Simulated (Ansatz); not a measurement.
TiO2 (rutile)

```yaml
crystal:
  lattice:
    - [4.59734, 0.00000, 0.00000]
    - [0.00000, 4.59734, 0.00000]
    - [0.00000, 0.00000, 2.95429]
  atoms:
    - { symbol: Ti, position: [0.00000, 0.00000, 0.00000] }
    - { symbol: Ti, position: [0.50000, 0.50000, 0.50000] }
    - { symbol: O, position: [0.30461, 0.30461, 0.00000] }
    - { symbol: O, position: [0.80461, 0.19539, 0.50000] }
    - { symbol: O, position: [0.19539, 0.80461, 0.50000] }
    - { symbol: O, position: [0.69539, 0.69539, 0.00000] }
```

The slice is a (-1 1 0) plane (indices of the conventional cell) through the point (0.000, 0.000, 0.000) (fractional), spanned by u = [001] and v = [110] in vectors of this cell: u (2.95 Å) and v (6.50 Å, at 90° to u). It covers one period; positions are fractions (u, v).

The numbers are results of r2SCAN (plane waves to 500 eV, PAW, scalar-relativistic; Ansatz, a program for electronic structure), not measurements. k mesh 7×7×11. These are valence fields of a PAW run, semicore shells included where kept as valence: close to a nucleus they are smooth pseudo fields. The PAW data are Ansatz's earlier set. TiO2 is run without spin polarisation. TiO2 was relaxed with its symmetry unable to fall.

Three fields on this plane, each scaled to ten steps between its own extremes (0 low, 9 high; the total valence density on a logarithmic scale, the potential cut 8 eV below its top; x marks points blanked near nuclei; v = 0 in the bottom row):

Map A
```
|xxxx410014xxx|
|xxx94100149xx|
|xx8521001258x|
|1222100001222|
|1100000000001|
|xxx00000000xx|
|xxxx000000xxx|
|xxxx001100xxx|
|xxxx123321xxx|
|xxxx148841xxx|
|xxx01xxxx10xx|
|0000xxxxxx000|
|0013xxxxxx310|
|012xxxxxxxx21|
|0013xxxxxx310|
|0000xxxxxx000|
|xxx01xxxx10xx|
|xxxx148841xxx|
|xxxx123321xxx|
|xxxx001100xxx|
|xxxx000000xxx|
|xxx00000000xx|
|1100000000001|
|1222100001222|
|xx8521001258x|
|xxx94100149xx|
|xxxx410014xxx|
|xxxx410014xxx|
```

Map B
```
|xxxx000000xxx|
|xxx30000003xx|
|xx3000000003x|
|2100000000001|
|8764100001467|
|xxx95100159xx|
|xxxx830038xxx|
|xxxx930039xxx|
|xxxx820028xxx|
|xxxx311113xxx|
|xxx42xxxx24xx|
|9942xxxxxx249|
|4203xxxxxx302|
|100xxxxxxxx00|
|4203xxxxxx302|
|9942xxxxxx249|
|xxx42xxxx24xx|
|xxxx311113xxx|
|xxxx820028xxx|
|xxxx930039xxx|
|xxxx830038xxx|
|xxx95100159xx|
|8764100001467|
|2100000000001|
|xx3000000003x|
|xxx30000003xx|
|xxxx000000xxx|
|xxxx100001xxx|
```

Map C
```
|xxxx015510xxx|
|xxx00366300xx|
|xx0015775100x|
|0001578875100|
|0136899998631|
|xxx79999997xx|
|xxxx899998xxx|
|xxxx777777xxx|
|xxxx432234xxx|
|xxxx000000xxx|
|xxx00xxxx00xx|
|3300xxxxxx003|
|5300xxxxxx003|
|530xxxxxxxx03|
|5300xxxxxx003|
|3300xxxxxx003|
|xxx00xxxx00xx|
|xxxx000000xxx|
|xxxx432234xxx|
|xxxx777777xxx|
|xxxx899998xxx|
|xxx79999997xx|
|0136899998631|
|0001578875100|
|xx0015775100x|
|xxx00366300xx|
|xxxx015510xxx|
|xxxx004400xxx|
```

Task: Assign the maps to these fields: density of the lowest conduction band (whole band as if filled, smooth part); electron localisation function (ELF); electrostatic potential energy of an electron, from the cell's mean.

Result: A is the density of the lowest conduction band (whole band as if filled, smooth part); B is the electron localisation function (ELF); C is the electrostatic potential energy of an electron, from the cell's mean.
